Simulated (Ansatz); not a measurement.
Starting cell, TiHg (space group P4/mmm):

```
TiHg
1.0
    2.98407     0.00000     0.00000
    0.00000     2.98407     0.00000
    0.00000     0.00000     4.11248
Ti Hg
1 1
Direct
  0.50000   0.50000   0.50000
  0.00000   0.00000   0.00000
```

In this cell atom 1 (Ti, nearest neighbour Hg at 2.946 Å; its periodic images, 3.0 Å or more away, move with it) is moved by s along Cartesian [110], unit vector (0.707, 0.707, 0.000); all other atoms and the cell stay fixed.

Level of theory: r2SCAN (plane waves to 500 eV, PAW, scalar-relativistic; Ansatz, a program for electronic structure). k mesh 13×13×9 (Γ-centred), Fermi-Dirac smearing 0.05 eV. Energies are smeared free energies. With partly filled bands, energies and forces of such displacements shift with the k mesh and the smearing. Spin-orbit coupling is left out, though Hg is heavy. TiHg is run without spin polarisation. TiHg was relaxed with its symmetry unable to fall. ΔE is measured from the undisplaced structure. The last digit holds for this mesh only.

```tsv
s (Å)	ΔE (meV/cell)
-0.880	1452.2
-0.704	869.9
-0.528	withheld
-0.352	191.6
-0.176	46.1
0.000	0.0
0.176	46.1
0.352	191.6
0.528	withheld
0.704	869.9
0.880	1452.2
```

Task: Fit an even polynomial form (powers 2, 4, 6) to the given rows and predict ΔE at s = -0.528.

Result: Least squares on the 9 given rows: ΔE = (1465)·s² + (685.5)·s⁴ + (-200.6)·s⁶, in meV/cell with s in Å; root-mean-square residual 0.13 meV/cell. At -0.528 the fit gives 457.3 meV/cell; the calculation gives 457.6 meV/cell, so the interpolation is off by -0.3 (-0.1 %). The quadratic term alone would give 408.4 meV/cell.

(For displaced atoms, the force is minus the slope of the energy, and its curvature is a force constant, which sets phonon frequencies.)
